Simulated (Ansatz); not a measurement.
Formation energy of AuS in the rocksalt structure

Computed with Ansatz (plane waves, PAW, 420 eV cutoff): PBEsol, scalar-relativistic, no spin polarisation, 10×10×10 k-mesh, Gaussian smearing of 0.05 eV; PAW files: Ansatz's generated set soft_2.

The cell came from substitution into a structure type; whether the compound takes it is for experiment to say.

The structure is cubic, space group Fm-3m (No. 225). Conventional cell: a = 5.177 Å, b = 5.177 Å, c = 5.177 Å, α = 90.00°, β = 90.00°, γ = 90.00°. Around Au (site symmetry m-3m) lie 6 S at 2.59 Å. Around S (site symmetry m-3m) lie 6 Au at 2.59 Å. (Shells end 15 % past the nearest neighbour.)

The elements were computed in their standard states with the same datasets, cutoff and functional. Absolute energies hang on the potentials; compare differences alone.

Energy of the relaxed cell (2 atoms, smearing extrapolated to zero): -13891.764 eV. Elements, in eV/atom: Au -13007.100, S -884.892.

Task: What is the formation energy?

Result: [-13891.764 − (1 × -13007.100 + 1 × -884.892)] / 2 = 0.11 eV/atom, or 11 kJ per mole of atoms.

The value is for 0 K, without zero-point energy. Uncorrected semilocal values for oxides, chalcogenides and halides often miss by tenths of an eV an atom. A positive value means that this structure is unstable even against the elements at this level.

The calculation's cell holds 25 valence electrons, an odd number. Without magnetic order each band takes two, so one stays part-filled and the crystal must be a metal.

For elements this heavy, spin–orbit coupling would shift levels and gaps; it isn't included here. Spin polarisation wasn't tried.
